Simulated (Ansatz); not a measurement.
# Be2Al: start and end of a relaxation

A trial structure of Be2Al was built thus: random sheet by layer group and Wyckoff sites. The dimensions are guesses.

This is a two-dimensional sheet: the third axis spans vacuum and isn't periodic. Symmetry isn't written into the files.

POSCAR.start

```
Be Al
1.0
     2.69508    0.00000    0.00000
     0.00000    2.69508    0.00000
     0.00000    0.00000   16.00000
Be Al
2 1
Direct
  0.00000 0.00000 0.54811
  0.00000 0.00000 0.45189
  0.50000 0.50000 0.50000
```

All numbers below come from DFT PBE, scalar-relativistic, plane waves, PAW in Ansatz 0.2.0. Cutoff 420 eV, Gaussian smearing, Γ-centred meshes. In-plane cell and atoms relax first on a coarse mesh and then on a finer one. In metals the finer mesh still leaves noise of several meV/atom or more. The steps can't lower the symmetry of their start. No spin polarisation.

POSCAR.end

```
Be Al
1.0
     2.50175    0.00000    0.00000
     0.00000    2.50175    0.00000
     0.00000    0.00000   29.64985
Be Al
2 1
Direct
  0.00000 0.00000 0.33047
  0.00000 0.00000 0.20916
  0.50000 0.50000 0.26982
```

The symmetry stays p4/mmm (No. 61). The area per atom shrinks by 13.8 %, from 2.4 to 2.1 Å². The shortest distance goes from 1.54 Å (Be–Be) to 2.50 Å (Al–Al and Be–Be). The energy falls by about 1.4 eV/atom (the start's value is from the coarse mesh). The program sets the height of the box itself, so the height of the cell differs between start and end.

| Item | Value |
| --- | --- |
| Layer group | p4/mmm (No. 61) |
| In-plane cell | a = 2.502 Å, b = 2.502 Å, γ = 90.0° |
| Area per atom | 2.09 Å² |
| Thickness between the outermost nuclei | 3.60 Å |
| Formation energy | +0.85 eV/atom |
| Gap on the 18×18×1 mesh of the 3-atom cell | 0 eV (a metal) |

Energies over the elements count from the elements' standard structures at the same level, with no fitted energy shifts. A positive value: parting into the elements would lower its energy.

The last run used Gaussian smearing of 0.10 eV. A structure relaxed within its symmetry needn't be a true minimum. In all, the 4 runs took 100 s on 1 thread of Arm Neoverse V1 (shared host).
